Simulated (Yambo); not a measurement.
Yambo run on CaHBr (space group P4/nmm, No. 129). The wavefunctions are PBEsol (Quantum ESPRESSO, PseudoDojo norm-conserving, 72 Ry, no spin-orbit coupling) ones on a 4×4×2 mesh (18 occupied bands); a = b = 3.822 Å, c = 7.774 Å, α = β = γ = 90.00°.

Yambo input:

```
rim_cut
gw0
dyson
el_el_corr
HF_and_locXC
ppa
em1d
RandQpts= 1000000
RandGvec= 1 Ry
EXXRLvcs= 72 Ry
VXCRLvcs= 288 Ry
Chimod= "HARTREE"
% BndsRnXp
 1 | 171 |
%
NGsBlkXp= 2 Ry
% LongDrXp
 1.0 | 1.0 | 1.0 |
%
PPAPntXp= 27.2114 eV
% GbndRnge
 1 | 171 |
%
GTermKind= "BG"
DysSolver= "n"
ExtendOut
% QPkrange
 2 | 2 | 18 | 19 |
%
```

k points by index: 2 = Z.

Resulting energies as the program prints them:

```
#    K-point    Band    Eo [eV]    E [eV]    E-Eo [eV]    Vxc [eV]    Vnlxc [eV]    Sc|Eo [eV]    Sc|E [eV]    dSc/dw|Eo [eV]    Re(Z)    Im(Z)
#
    2    18    0.000000    -0.890435    -0.890435    -12.90183    -16.30107    2.318316    2.508807    -5.820628    0.823786    -0.001269
    2    19    3.749057    5.130704    1.381647    -11.57314    -6.087046    -3.829720    -4.104445    -5.410199    0.834151    -0.001156
```
(The two width columns are left out.) Convergence of these settings isn't established.

Geometry relaxed with PBE+D3(BJ).
